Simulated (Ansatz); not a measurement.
**Ta$_{2}$O$_{5}$, first-principles data**

Ta2O5:
```
CELL_PARAMETERS angstrom
      6.20972     0.00000     0.00000
      0.00000     7.32521     0.00000
      0.00000     0.00000     3.78839
ATOMIC_POSITIONS crystal
  Ta 0.22446 0.61908 0.00000
  Ta 0.72446 0.88092 0.00000
  Ta 0.77554 0.38092 0.00000
  Ta 0.27554 0.11908 0.00000
  O  0.19858 0.65640 0.50000
  O  0.69858 0.84360 0.50000
  O  0.80142 0.34360 0.50000
  O  0.30142 0.15640 0.50000
  O  0.50000 0.50000 0.00000
  O  0.00000 0.00000 0.00000
  O  0.38960 0.85983 0.00000
  O  0.88960 0.64017 0.00000
  O  0.61040 0.14017 0.00000
  O  0.11040 0.35983 0.00000
```

Space group Pbam (No. 55); conventional cell a = 6.210 Å, b = 7.325 Å, c = 3.788 Å, α = β = γ = 90.00°.

Method: DFT-r²SCAN in the program Ansatz with PAW potentials. Structure relaxed to zero pressure with the same functional. Other levels are named where they apply.

Cell and energy:

- Volume per atom: 12.31 Å³
- Density: 8.52 g/cm³
- Formation energy from the elements (no fitted shifts): -3.05 eV/atom

Electronic structure:

Band gap: 2.70 eV (direct)
Valence-band maximum: at Z (k = 0.000, 0.000, 0.500 in fractions of the reciprocal vectors)
Conduction-band minimum: at Z (k = 0.000, 0.000, 0.500 in fractions of the reciprocal vectors)
Electron effective mass: 0.31, 0.65, 30 mₑ (principal values)
Hole effective mass: 1.0, 2.4, 2.8 mₑ (principal values)
Hole effective mass with spin–orbit coupling: 1.0, 2.4, 2.8 mₑ (principal values)
HSE06 gap on the r²SCAN cell: 3.76 eV
Gap with spin–orbit coupling: 2.66 eV

Charges:

- Bader charges: Ta +3.09, O -1.28 to -1.19 e

The start of the workflow was typed in or built on a structure type; the Crystallography Open Database copy checked does not list it. COD files the formula under space group No. 49. Its standing as an ambient phase is unchecked. Symmetry was held in the r²SCAN relaxation; whether a distortion lowers the energy is not shown. No spin polarisation was allowed. The references are the lowest solids computed at this level, not always the standard phases (solids in place of the gases). Scalar-relativistic: spin–orbit coupling is off unless named, which matters more the heavier the elements.

Potentials: the earlier of the program's two PAW sets. The files were generated under PBE; for other functionals the program regenerates the frozen cores, and for LDA and PBEsol the local potential too.
